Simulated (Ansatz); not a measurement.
# NaLi₅: a bulk modulus from differences

The cell was found from a structure generator's guess, not taken from experiment.

Method: DFT PBE, scalar-relativistic, plane waves, PAW (Ansatz). Plane waves to 420 eV, an 8×8×8 mesh through Γ for the 6-atom cell and 0.10 eV Gaussian smearing; no spin polarisation.

Space group Cmmm (No. 65). a = 4.842 Å, b = 11.801 Å, c = 4.822 Å, α = 90.00°, β = 90.00°, γ = 90.00°
| atom | site | symmetry | x | y | z |
| --- | --- | --- | --- | --- | --- |
| Na | 2b | mmm | 0.5000 | 0.0000 | 0.0000 |
| Li | 4i | m2m | 0.5000 | 0.3270 | 0.0000 |
| Li | 2d | mmm | 0.0000 | 0.0000 | 0.5000 |
| Li | 4j | m2m | 0.5000 | 0.1778 | 0.5000 |

The cell was set to several volumes, with shape and atoms relaxed at each where symmetry leaves them free. Pressure is positive in compression, and energies count from the lowest row. No row has a gap on its mesh.

```csv
row,V (Å³/atom),P (GPa),ΔE (meV/atom)
1,20.206,1.96,15.3
2,20.895,?,?
3,21.584,0.85,3.5
4,22.273,0.40,0.8
5,22.962,0.00,0.0
6,23.651,-0.34,0.8
7,24.340,-0.65,2.9
8,25.258,-1.00,7.7
```

Problem. Find B = −V·ΔP/ΔV from rows 4 and 6 and from rows 1 and 3, and from the two its slope B′ and its value B0 at zero pressure.

Solution. Rows 4 and 6 give −(22.273 + 23.651)/2 × (-0.34 − (0.40))/(23.651 − 22.273) = 12.3 GPa at a mean pressure of 0.03 GPa. Rows 1 and 3 give −(20.206 + 21.584)/2 × (0.85 − (1.96))/(21.584 − 20.206) = 16.8 GPa at a mean pressure of 1.41 GPa. So B′ = (16.8 − 12.3)/(1.41 − (0.03)) = 3.26 and B0 = 12.3 − 3.26 × (0.03) = 12.2 GPa. A third-order Birch–Murnaghan fit to all the energies gives B0 = 12.4 GPa and B′ = 3.4.

Problem. Estimate the pressure and energy of row 2.

Solution. From row 5, V0 = 22.962 × (1 + (0.00)/12.2) = 22.962 Å³/atom. Murnaghan's form P = (B0/B′)·[(V0/V)^B′ − 1] gives (12.2/3.26) × [(22.962/20.895)^3.26 − 1] = 1.35 GPa; the computed pressure is 1.37 GPa, so the estimate is off by -0.02 GPa. The work of compression from row 3, with the mean of the two pressures, gives ΔE = 3.5 + (1.35 + 0.85)/2 × (21.584 − 20.895)/160.2 × 1000 = 8.2 meV/atom (1 eV/Å³ = 160.2 GPa); the computed value is 8.2 meV/atom.

All volumes keep the k mesh of the relaxed cell. This cell was reached by moving the atoms of another relaxed cell at random and relaxing again, last within the group found; it had no such test of its own.
